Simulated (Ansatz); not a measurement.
Consider the following.

SiC:
```cif
data_C8Si8
_chemical_formula_sum 'Si8 C8'
_space_group_name_H-M_alt 'P 1'
_space_group_IT_number 1
_cell_length_a 3.07896
_cell_length_b 3.07896
_cell_length_c 20.13704
_cell_angle_alpha 90.000
_cell_angle_beta 90.000
_cell_angle_gamma 120.000
loop_
_space_group_symop_operation_xyz
  'x, y, z'
loop_
_atom_site_label
_atom_site_type_symbol
_atom_site_fract_x
_atom_site_fract_y
_atom_site_fract_z
_atom_site_occupancy
Si1 Si 0.33333 0.66667 0.87519 1
Si2 Si 0.66667 0.33333 0.37519 1
Si3 Si 0.33333 0.66667 0.62499 1
Si4 Si 0.66667 0.33333 0.12499 1
Si5 Si 0.00000 0.00000 0.00009 1
Si6 Si 0.00000 0.00000 0.50009 1
Si7 Si 0.66667 0.33333 0.75011 1
Si8 Si 0.33333 0.66667 0.25011 1
C1 C 0.33333 0.66667 0.34412 1
C2 C 0.66667 0.33333 0.84412 1
C3 C 0.66667 0.33333 0.21872 1
C4 C 0.33333 0.66667 0.71872 1
C5 C 0.00000 0.00000 0.59386 1
C6 C 0.00000 0.00000 0.09386 1
C7 C 0.33333 0.66667 0.96892 1
C8 C 0.66667 0.33333 0.46892 1
```

This is the r²SCAN-relaxed structure.

Question: All from plane-wave PAW r²SCAN (Ansatz code), unless another level is named. Estimate the formation energy from the elements (no fitted shifts).

Answer: -0.30 eV/atom.

Question: What about the band gap?

Answer: 2.13 eV (indirect).

Question: Give the weight of the conduction-edge state by species (Voronoi cells).

Answer: Si 61 %, C 39 %.

Space group P6_3mc. The workflow started from a Materials Project entry (that database holds measured and hypothetical structures alike). Its sites differ from those of the usual phase in this space group: another stacking or structure type. Symmetry was held in the r²SCAN relaxation; its stability against distortions is not shown here. The references are the lowest solids computed at this level, not always the standard phases.

Potentials: the later of the program's two PAW sets.
